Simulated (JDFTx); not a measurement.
Reference run:

surface: Ti(0001)
bulk: Ti, P6_3/mmc, lattice of mp-46 (not re-optimised)
slab: 4 atoms in 4 planes, 1x1, 7.0 Å between the outermost planes
in-plane cell: 2.936 × 2.936 Å, 7.46 Å²
cell height: 23.0 Å
sampling: 8×8×1 k mesh, Fermi smearing 0.01 Ha, no spin polarisation

The reference is PBE, GBRV ultrasoft potentials, plane waves to 20/100 Ha; code: JDFTx (a modified build). Unrelaxed; liquid: CANDLE, water, 1 M KF. Potentials are on the SHE scale by the convention U = −μ/e − 4.44 V; references calibrated for a solvation model differ from this value.

| run | F per atom, vacuum (eV) | TS per atom (eV) | k states | plane waves per k | work function (eV) | U_pzc (V) |
|---|---|---|---|---|---|---|
| run 1 (reference) | -1586.602 | 0.450 | 10 | 4950 | 4.36 | -0.49 |
| run 2 | -1586.430 | 0.116 | 10 | 4950 | 4.41 | -0.45 |
| run 3 | -1586.393 | 0.042 | 10 | 4950 | 4.44 | -0.42 |

One setting differs between these runs. Which?
(A) density cutoff alone
(B) functional
(C) Fermi smearing width
(D) slab thickness

C, Fermi smearing width. The values, in order: 0.01 Ha; 0.005 Ha; 0.003 Ha.
